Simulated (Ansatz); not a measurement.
Hf2Si in space group I4/mcm (No. 140; Hf on 8h, Si on 4a) under volume change, the program Ansatz at the r²SCAN level (PAW), shape and atoms relaxed at each volume.

| V (Å³/atom) | E − E(relaxed) (meV/atom) | P (GPa) |
|---|---|---|
| 16.861 | 80.2 | 16.60 |
| 17.416 | 33.9 | 10.26 |
| 17.972 | 8.1 | 4.76 |
| 18.528 | 0.0 | 0.00 |
| 19.084 | ___ | ___ |
| 19.640 | 28.0 | -7.69 |
| 20.196 | ___ | ___ |

Task: What belongs in the gaps?

Result: 
- 20.196, E − E(relaxed) (meV/atom): 60.1
- 20.196, P (GPa): -10.78
- 19.084, E − E(relaxed) (meV/atom): 7.3
- 19.084, P (GPa): -4.12

Task: What does a third-order Birch–Murnaghan fit give for V₀, B₀ and B′?

Result: V₀ = 18.53 Å³/atom, B₀ = 147 GPa, B′ = 3.8.

The first step of the workflow began from a Materials Project structure, measured or hypothetical; the Crystallography Open Database copy checked does not list it. Its standing as an ambient phase is unchecked. Symmetry was held in the r²SCAN relaxation; whether a distortion lowers the energy is not shown. The run is not spin-polarised. Scalar-relativistic: spin–orbit coupling is off unless named, which matters more the heavier the elements.

Potentials: the later of the program's two PAW sets.
